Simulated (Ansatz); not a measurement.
A geometry of Mo away from equilibrium: step 2 of the relaxation of a relaxed Mo cell displaced along its unstable phonon at q = Γ (206i cm⁻¹), largest move 0.15 Å. These are PBEsol (plane waves to 420 eV, PAW, scalar-relativistic; Ansatz, a first-principles code) values and carry that method's errors. Γ-centred k-mesh 8×8×13 on the run's cell (coarser than for final values), Fermi–Dirac smearing 0.05 eV.

```yaml
crystal:
  lattice:
    - [4.57591, 0.00000, 0.00000]
    - [-2.28795, 3.96285, 0.00000]
    - [0.00000, 0.00000, 2.55927]
  atoms:
    - { symbol: Mo, position: [0.00000, 0.00000, 0.00000] }
    - { symbol: Mo, position: [0.33333, 0.66667, 0.63618] }
    - { symbol: Mo, position: [0.66667, 0.33333, 0.36382] }
```

**Question.** Predict the force on each atom, in eV/Å.

**Answer.** 
```
atom    Fx    Fy     Fz
----  ----  ----  -----
Mo1   0.00  0.00   0.00
Mo2   0.00  0.00   0.94
Mo3   0.00  0.00  -0.94
```

**Question.** What is the pressure?

**Answer.** -0.6 GPa, compression positive.

**Question.** How far above the relaxed end point is this geometry?

**Answer.** 0.09 eV/atom; the path ends in Im-3m (No. 229) (bcc (W type)).

No spin polarisation in the result.

The run could not lose the symmetry of its start.

Of the parent cell (P6/mmm (No. 191)): it is a generated cell of Mo: the first start was made by placing the elements on the sites of a structure type, and the end was not matched to a known phase here, so it may be hypothetical. Known forms of Mo include space group No. 229.
